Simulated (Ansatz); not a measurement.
Input:

Relaxed Y (hcp, Mg type):

```yaml
crystal:
  lattice:
    - [7.31136, 0.00000, 0.00000]
    - [-1.82784, 3.16591, 0.00000]
    - [3.65568, 0.00000, 5.67880]
  atoms:
    - { symbol: Y, position: [0.79167, 0.66667, 0.75000] }
    - { symbol: Y, position: [0.29167, 0.66667, 0.75000] }
    - { symbol: Y, position: [0.20833, 0.33333, 0.25000] }
    - { symbol: Y, position: [0.70833, 0.33333, 0.25000] }
```

A phonon eigenvector at L = (0.5, 0.0, 0.5) is frozen into this cell: atom i moves by Q times the vector below, so Q is the largest atomic displacement, in Å. The cell is held. It is one choice among 2 degenerate patterns. (q is in reciprocal vectors of the primitive cell; the cell shown is doubled to hold the pattern.)

```json
[
 {"atom": "Y1", "x": "-0.109", "y": "-0.063", "z": "0.446"},
 {"atom": "Y2", "x": "0.109", "y": "0.063", "z": "-0.446"},
 {"atom": "Y3", "x": "0.865", "y": "0.499", "z": "-0.056"},
 {"atom": "Y4", "x": "-0.865", "y": "-0.499", "z": "0.056"}
]
```

The numbers are results of PBE (plane waves to 420 eV, PAW, scalar-relativistic; Ansatz, an electronic-structure program), not measurements. k mesh 15×15×15 (Γ-centred), Fermi-Dirac smearing 0.05 eV. E stands for the smeared free energy. With partly filled bands, energies and forces of such displacements shift with the k mesh and the smearing. The PAW data are Ansatz's earlier set. Y is run without spin polarisation. Y was relaxed with its symmetry unable to fall. ΔE is measured from the undisplaced structure.

The scan covers Q from -0.180 to 0.180 Å in 13 points.

Which space group does the distorted structure have?

Cm (No. 8), lowered from P6_3/mmc.

What is the energy change at Q = 0.180 Å?

241 meV/cell.

What harmonic wavenumber does the curvature at Q = 0 give?

133 cm⁻¹.

(A displaced cell: forces are minus the slopes of the energy, force constants its curvatures, and phonons follow from these.)
